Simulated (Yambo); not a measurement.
```
CELL_PARAMETERS angstrom
      0.00000     3.50204     3.50204
      3.50204     0.00000     3.50204
      3.50204     3.50204     0.00000
ATOMIC_POSITIONS crystal
  K  0.00000 0.00000 0.00000
  I  0.50000 0.50000 0.50000
```

KI (rock salt, space group Fm-3m, No. 225): mean Im ε in 1 eV windows above the direct gap of 6.15 eV, for different electron-hole kernels (Yambo, broadening 0.15 eV, PBEsol (pw.x of Quantum ESPRESSO, ONCV potentials, scalar-relativistic) bands; 8×8×8 mesh, 3 valence and 7 conduction bands, static screening with 40 bands and a 4 Ry block, scissor 2.28 eV, Tamm-Dancoff; field along x).

| window (eV) | independent quasiparticles | RPA (no attraction) | BSE |
|---|---|---|---|
| 6.2 to 7.2 | 0.8 | 0.6 | 4.2 |
| 7.2 to 8.2 | 3.5 | 2.0 | 2.9 |
| 8.2 to 9.2 | 4.8 | 3.3 | 4.5 |
| 9.2 to 10.2 | 4.7 | 2.1 | 2.6 |
| 10.2 to 11.2 | 3.6 | 2.5 | 1.3 |
| 11.2 to 12.2 | 1.8 | 2.9 | 0.4 |

This run doesn't resolve bound excitons or single peaks, so only averages are given, and they too depend on the mesh; weight that the attraction moves below the gap isn't listed. All transitions below 12.67 eV are in the band window. The scissor comes from a G0W0 run whose convergence isn't established.

Without spin-orbit coupling, band edges of such heavy elements can be off by tenths of an eV.

Geometry relaxed with PBEsol.
